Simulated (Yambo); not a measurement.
A G0W0@PBEsol run in Yambo for Cd2TeSe (space group P-4m2, No. 115) (2×2×2 Γ-centred k mesh, bands 27 to 304 and a 6 Ry block in the screening, 304 bands in G with the Bruneval-Gonze terminator, plasmon pole fitted at 27.2 eV) gives these matrix elements, in eV, at the band edges (Γ → Γ):

```tsv
state	E0	<Vxc>	<Σx>	<Σc(E0)>	Z
valence edge	0.000	-14.116	-17.357	2.161	0.799
conduction edge	0.187	-11.606	-7.630	-3.640	0.813
```

Problem. Solve the linearised quasiparticle equation for both states, give the gap, and say how exchange and correlation each act on it.

Solution. E = E0 + Z(Σx + Σc − Vxc). Valence: 0.000 + 0.799 × (-17.357 + (2.161) − (-14.116)) = -0.86 eV. Conduction: 0.187 + 0.813 × (-7.630 + (-3.640) − (-11.606)) = 0.46 eV. The gap is 1.32 eV, against 0.19 eV in PBEsol. Replacing Vxc by bare exchange alone would open it by 7.22 eV; correlation takes back 5.80 eV of that, and Z scales what is left. Nearest settings tried, and what they do to the gap: 210 bands in G: +3 meV; 210 bands in W, 210 bands in G: +60 meV; 5 Ry block (149 vectors against 229): -38 meV; 2×2×1 mesh: -146 meV. So the settings aren't converged at that level. The k mesh is coarse. So small a PBEsol gap in heavy elements may be inverted, where one-shot corrections to single bands mislead.

The standard potentials for Se, Te keep a d shell in the valence without the s and p states of that shell. In tests on such compounds this moved G0W0 gaps by up to about 0.9 eV, so absolute quasiparticle energies here are unreliable; differences between settings are what counts.

Spin-orbit coupling is included.

Geometry relaxed with PBEsol; primitive cell a = 4.4534 Å, b = 4.4534 Å, c = 6.2627 Å, α = 90.00°, β = 90.00°, γ = 90.00°.

The structure is a Materials Project entry; no match was found in the copy of COD used, and its stability was not checked.
